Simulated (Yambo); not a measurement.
```xyz
2
Lattice="0.0000 2.7822 2.7822 2.7822 0.0000 2.7822 2.7822 2.7822 0.0000" Properties=species:S:1:pos:R:3 pbc="T T T"
Na     0.0000     0.0000     0.0000
Cl     2.7822     2.7822     2.7822
```

The PBEsol cell relaxed from Materials Project entry mp-22862 was given an isotropic strain of -0.7 % on all lattice vectors, and the atoms were relaxed again.

Question: Where are the main features of Im ε from RPA with local fields on PBEsol bands shifted by a G0W0 scissor of 3.11 eV (Yambo; 16×16×16 mesh, 32 bands, 4 Ry local-field block, 0.2 eV broadening; field along x)?

Answer: Peaks at 11.8 eV (3.4), 14.6 eV (2.5), 16.9 eV (1.6), heights in brackets. Peak heights and small wiggles depend on the k mesh. Convergence of the RPA response with its 16×16×16 mesh was not tested. The scissor comes from a G0W0 run whose convergence isn't established. No excitonic effects at this level.
